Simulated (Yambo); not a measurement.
BiBr₃ (space group C2/m, No. 12), G0W0@PBEsol in Yambo with this input:

```
rim_cut
gw0
dyson
el_el_corr
HF_and_locXC
ppa
em1d
RandQpts= 1000000
RandGvec= 1 Ry
EXXRLvcs= 66 Ry
VXCRLvcs= 264 Ry
Chimod= "HARTREE"
% BndsRnXp
 1 | 309 |
%
NGsBlkXp= 6 Ry
% LongDrXp
 1.0 | 1.0 | 1.0 |
%
PPAPntXp= 27.2114 eV
% GbndRnge
 1 | 309 |
%
GTermKind= "BG"
DysSolver= "n"
ExtendOut
```

On a 2×2×2 mesh, with wavefunctions cut at 66 Ry, the gap ((0, 0, -0.5) → (0, 0, -0.5)) is 3.602 eV and the valence edge shifts by -0.725 eV.

**Question.** What happens with this change: 2 Ry block?

**Answer.** The gap falls by 0.209 eV, to 3.393 eV; the shift of the valence edge becomes -0.429 eV. Neither run is shown to be the converged limit.

The standard potential for Bi keeps a d shell in the valence without the s and p states of that shell. In tests on such compounds this moved G0W0 gaps by up to about 0.9 eV, so absolute quasiparticle energies here are unreliable; differences between settings are what counts.

Spin-orbit coupling is not included.

Geometry relaxed with PBE+D3(BJ); primitive cell a = b = 7.148 Å, c = 6.858 Å, α = β = 100.07°, γ = 119.89°.

A shift is the quasiparticle energy of the state minus its PBEsol energy.
